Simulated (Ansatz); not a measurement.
Steps from a short run of molecular dynamics on a 2×2×2 supercell (16 atoms) of ZnS (F-43m), relaxed with r2SCAN; forces from r2SCAN in the PAW code Ansatz, 2×2×2 mesh, Fermi-Dirac smearing of 0.020 eV, Langevin thermostat and barostat (NPT), set at 100 K. Spin polarisation is off, nuclei are classical, and the run is far too short for thermal averages.

Question: At 6 fs the positions in Å are
```
cell (Å): 0.000 5.389 5.389; 5.389 0.000 5.389; 5.389 5.389 0.000
Zn   1.349   1.342   1.338
S    0.004  -0.019  -0.019
Zn   4.044   4.049   1.348
S    2.687   2.706   0.002
Zn   4.036   1.356   4.045
S    2.702   0.013   2.701
Zn   6.746   4.037   4.042
S    5.396   2.693   2.689
Zn   1.345   4.041   4.042
S    0.012   2.703   2.692
Zn   4.054   6.732   4.052
S    2.679   5.383   2.684
Zn   4.044   4.040   6.735
S    2.679   2.686   5.392
Zn   6.727   6.739   6.744
S    5.378   5.391   5.399
```
What are the forces, and how far does the free energy (smearing included) lie above that of step 0, with the atoms on their sites?

Answer: 1.0 meV an atom; forces in eV/Å:
```
cell (Å), as above: 0.000 5.389 5.389; 5.389 0.000 5.389; 5.389 5.389 0.000
Zn  -0.036  -0.015   0.012
S   -0.052   0.211   0.162
Zn  -0.009  -0.034   0.005
S    0.108  -0.122  -0.032
Zn   0.067   0.003   0.013
S   -0.079  -0.113  -0.084
Zn  -0.076   0.102  -0.020
S   -0.104   0.104   0.107
Zn   0.082  -0.046  -0.044
S   -0.135  -0.169  -0.034
Zn  -0.118   0.058  -0.115
S    0.191   0.090   0.123
Zn  -0.081  -0.023   0.045
S    0.124   0.080   0.021
Zn   0.017  -0.055  -0.049
S    0.102  -0.070  -0.109
```

Question: At 12 fs the positions in Å are
```
cell (Å): 0.000 5.391 5.391; 5.391 0.000 5.391; 5.391 5.391 0.000
Zn   1.349   1.337   1.327
S    0.005  -0.035  -0.035
Zn   4.048   4.057   1.351
S    2.688   2.716  -0.003
Zn   4.034   1.360   4.050
S    2.708   0.020   2.707
Zn   6.755   4.034   4.044
S    5.405   2.693   2.687
Zn   1.343   4.041   4.041
S    0.022   2.711   2.689
Zn   4.064   6.731   4.059
S    2.667   5.379   2.676
Zn   4.042   4.036   6.733
S    2.667   2.677   5.395
Zn   6.720   6.743   6.755
S    5.371   5.391   5.412
```
What are the forces, and how far does the free energy (smearing included) lie above that of step 0, with the atoms on their sites?

Answer: 3.1 meV an atom; forces in eV/Å:
```
cell (Å), as above: 0.000 5.391 5.391; 5.391 0.000 5.391; 5.391 5.391 0.000
Zn  -0.028  -0.006   0.024
S   -0.085   0.371   0.293
Zn  -0.023  -0.070  -0.010
S    0.162  -0.239   0.011
Zn   0.107   0.012   0.004
S   -0.154  -0.170  -0.158
Zn  -0.126   0.195  -0.039
S   -0.215   0.173   0.194
Zn   0.151  -0.090  -0.073
S   -0.246  -0.325  -0.063
Zn  -0.173   0.090  -0.199
S    0.343   0.162   0.220
Zn  -0.132  -0.045   0.091
S    0.207   0.136   0.038
Zn   0.042  -0.107  -0.111
S    0.169  -0.088  -0.221
```

Question: At 18 fs the positions in Å are
```
cell (Å): 0.000 5.393 5.393; 5.393 0.000 5.393; 5.393 5.393 0.000
Zn   1.345   1.331   1.314
S    0.001  -0.045  -0.047
Zn   4.055   4.064   1.355
S    2.693   2.726  -0.012
Zn   4.035   1.363   4.055
S    2.715   0.020   2.713
Zn   6.762   4.033   4.046
S    5.409   2.695   2.686
Zn   1.342   4.038   4.039
S    0.031   2.720   2.684
Zn   4.071   6.732   4.064
S    2.662   5.371   2.673
Zn   4.039   4.027   6.729
S    2.659   2.672   5.397
Zn   6.712   6.747   6.767
S    5.369   5.390   5.424
```
What are the forces, and how far does the free energy (smearing included) lie above that of step 0, with the atoms on their sites?

Answer: 5.4 meV an atom; forces in eV/Å:
```
cell (Å), as above: 0.000 5.393 5.393; 5.393 0.000 5.393; 5.393 5.393 0.000
Zn   0.031   0.014   0.064
S   -0.049   0.453   0.367
Zn  -0.061  -0.106  -0.035
S    0.166  -0.348   0.103
Zn   0.097   0.011  -0.026
S   -0.226  -0.153  -0.255
Zn  -0.164   0.264  -0.052
S   -0.268   0.216   0.270
Zn   0.193  -0.092  -0.066
S   -0.329  -0.487  -0.093
Zn  -0.177   0.089  -0.257
S    0.422   0.266   0.267
Zn  -0.147  -0.011   0.136
S    0.234   0.142   0.051
Zn   0.101  -0.163  -0.152
S    0.178  -0.095  -0.321
```

Question: At 24 fs the positions in Å are
```
cell (Å): 0.000 5.395 5.395; 5.395 0.000 5.395; 5.395 5.395 0.000
Zn   1.342   1.324   1.300
S   -0.002  -0.047  -0.057
Zn   4.062   4.067   1.359
S    2.701   2.730  -0.023
Zn   4.036   1.365   4.063
S    2.719   0.016   2.718
Zn   6.766   4.032   4.047
S    5.409   2.699   2.688
Zn   1.340   4.036   4.039
S    0.037   2.723   2.681
Zn   4.079   6.735   4.070
S    2.663   5.360   2.673
Zn   4.034   4.015   6.724
S    2.658   2.670   5.398
Zn   6.703   6.752   6.779
S    5.371   5.392   5.434
```
What are the forces, and how far does the free energy (smearing included) lie above that of step 0, with the atoms on their sites?

Answer: 7.1 meV an atom; forces in eV/Å:
```
cell (Å), as above: 0.000 5.395 5.395; 5.395 0.000 5.395; 5.395 5.395 0.000
Zn   0.100   0.044   0.123
S   -0.025   0.448   0.426
Zn  -0.097  -0.123  -0.082
S    0.144  -0.402   0.193
Zn   0.074   0.002  -0.094
S   -0.257  -0.108  -0.337
Zn  -0.180   0.311  -0.049
S   -0.280   0.213   0.319
Zn   0.227  -0.095  -0.076
S   -0.360  -0.572  -0.128
Zn  -0.185   0.068  -0.308
S    0.420   0.386   0.279
Zn  -0.116   0.059   0.193
S    0.172   0.114   0.074
Zn   0.187  -0.219  -0.173
S    0.177  -0.127  -0.358
```

Question: At 36 fs the positions in Å are
```
cell (Å): 0.000 5.398 5.398; 5.398 0.000 5.398; 5.398 5.398 0.000
Zn   1.331   1.316   1.275
S   -0.012  -0.037  -0.049
Zn   4.071   4.063   1.366
S    2.724   2.724  -0.030
Zn   4.041   1.362   4.076
S    2.726   0.000   2.728
Zn   6.769   4.033   4.052
S    5.409   2.716   2.710
Zn   1.335   4.023   4.040
S    0.032   2.704   2.674
Zn   4.091   6.738   4.078
S    2.674   5.349   2.697
Zn   4.025   3.990   6.719
S    2.669   2.663   5.396
Zn   6.694   6.752   6.793
S    5.378   5.396   5.447
```
What are the forces, and how far does the free energy (smearing included) lie above that of step 0, with the atoms on their sites?

Answer: 7.0 meV an atom; forces in eV/Å:
```
cell (Å), as above: 0.000 5.398 5.398; 5.398 0.000 5.398; 5.398 5.398 0.000
Zn   0.293   0.075   0.280
S    0.080   0.194   0.285
Zn  -0.174  -0.085  -0.068
S   -0.016  -0.330   0.277
Zn   0.026  -0.034  -0.224
S   -0.269   0.002  -0.457
Zn  -0.085   0.333   0.042
S   -0.215   0.032   0.198
Zn   0.158  -0.050  -0.049
S   -0.269  -0.468  -0.098
Zn  -0.171  -0.009  -0.330
S    0.296   0.480   0.124
Zn  -0.032   0.212   0.268
S   -0.067   0.065   0.153
Zn   0.301  -0.205  -0.085
S    0.146  -0.211  -0.318
```

Question: At 66 fs the positions in Å are
```
cell (Å): 0.000 5.393 5.393; 5.393 0.000 5.393; 5.393 5.393 0.000
Zn   1.295   1.321   1.240
S   -0.027   0.015  -0.016
Zn   4.050   4.026   1.350
S    2.758   2.659   0.000
Zn   4.038   1.344   4.058
S    2.715  -0.027   2.677
Zn   6.736   4.028   4.058
S    5.397   2.749   2.737
Zn   1.313   3.986   4.038
S    0.004   2.620   2.678
Zn   4.099   6.721   4.057
S    2.719   5.397   2.772
Zn   3.998   3.962   6.719
S    2.665   2.604   5.366
Zn   6.718   6.719   6.822
S    5.410   5.350   5.450
```
What are the forces, and how far does the free energy (smearing included) lie above that of step 0, with the atoms on their sites?

Answer: 9.2 meV an atom; forces in eV/Å:
```
cell (Å), as above: 0.000 5.393 5.393; 5.393 0.000 5.393; 5.393 5.393 0.000
Zn   0.643   0.081   0.569
S   -0.026  -0.649  -0.221
Zn  -0.165   0.226   0.136
S   -0.334   0.224   0.013
Zn  -0.049  -0.109  -0.471
S   -0.224   0.072  -0.085
Zn   0.423   0.255   0.165
S   -0.133  -0.468  -0.178
Zn   0.117   0.133  -0.024
S    0.055   0.335  -0.137
Zn   0.041  -0.194   0.202
S   -0.210  -0.345  -0.325
Zn   0.071   0.109   0.087
S   -0.231   0.391   0.337
Zn   0.072  -0.065  -0.049
S   -0.051   0.004  -0.020
```
